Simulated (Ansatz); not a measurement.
Relaxed Zr (hcp, Mg type):

```
Zr
1.0
    3.23160     0.00000     0.00000
   -1.61580     2.79864     0.00000
    0.00000     0.00000     5.17363
Zr
2
Cartesian
  0.00000   1.86576   3.88022
  1.61580   0.93288   1.29341
```

Two-dimensional scan of atom 2 (Zr, nearest neighbour Zr at 3.189 Å; its periodic images, 3.2 Å or more away, move with it): u runs along (1.000, 0.000, 0.000), v along (0.000, 1.000, 0.000) (Cartesian). Cell and other atoms are fixed.

Computed with PBE (plane waves to 420 eV, PAW, scalar-relativistic; Ansatz, a program for electronic structure). k mesh 13×13×7 (Γ-centred), Fermi-Dirac smearing 0.05 eV. With partly filled bands, energies and forces of such displacements shift with the k mesh and the smearing. Fu and Fv are the components of the force on the atom. The PAW data are Ansatz's earlier set. Zr is run without spin polarisation. Zr was relaxed with its symmetry unable to fall. 

Problem. Give the computed Fv (eV/Å) at all points of the grid u = -0.800, -0.533, -0.267, 0.000, 0.267, 0.533, 0.800 by v = -0.800, -0.533, -0.267, 0.000, 0.267, 0.533, 0.800.

Solution. Fv (eV/Å), with u across and v down:

```tsv
v \ u	-0.800	-0.533	-0.267	0.000	0.267	0.533	0.800
-0.800	0.23	0.53	0.83	1.00	0.83	0.53	0.23
-0.533	0.04	0.25	0.46	0.54	0.46	0.25	0.04
-0.267	-0.10	0.10	0.19	0.24	0.19	0.10	-0.10
0.000	-0.36	-0.10	-0.02	0.00	-0.02	-0.10	-0.36
0.267	-0.61	-0.33	-0.20	-0.21	-0.20	-0.33	-0.61
0.533	-0.51	-0.32	-0.24	-0.24	-0.24	-0.32	-0.51
0.800	-0.15	-0.12	-0.13	-0.10	-0.13	-0.12	-0.15
```

(A displaced cell: forces are minus the slopes of the energy, force constants its curvatures, and phonons follow from these.)
